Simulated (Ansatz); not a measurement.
Here is the system:

MgRh:
```xyz
2
Lattice="3.0907 0.0000 0.0000 0.0000 3.0907 0.0000 0.0000 0.0000 3.0907" Properties=species:S:1:pos:R:3 pbc="T T T"
Rh     1.5453     1.5453     1.5453
Mg     0.0000     0.0000     0.0000
```

This is the r²SCAN-relaxed structure.

### Question
All from DFT-r²SCAN in the program Ansatz with PAW potentials, unless another level is named. Give the formation energy from the elements (no fitted shifts).

### Answer
-0.47 eV/atom.

### Question
What about the density of states at the Fermi level?

### Answer
0.45 states/eV per atom (mean over ±0.08 eV).

### Question
What about the gap with spin–orbit coupling?

### Answer
none (metallic).

Space group Pm-3m (CsCl type). The workflow started from an entry of the Crystallography Open Database (COD). Whether it is the stable phase at ambient conditions was not checked. Symmetry was held in the r²SCAN relaxation; its stability against distortions is not shown here. The run is not spin-polarised. The references are the lowest solids computed at this level, not always the standard phases. Scalar-relativistic: spin–orbit coupling is off unless named, which matters more the heavier the elements.

Potentials: the later of the program's two PAW sets.
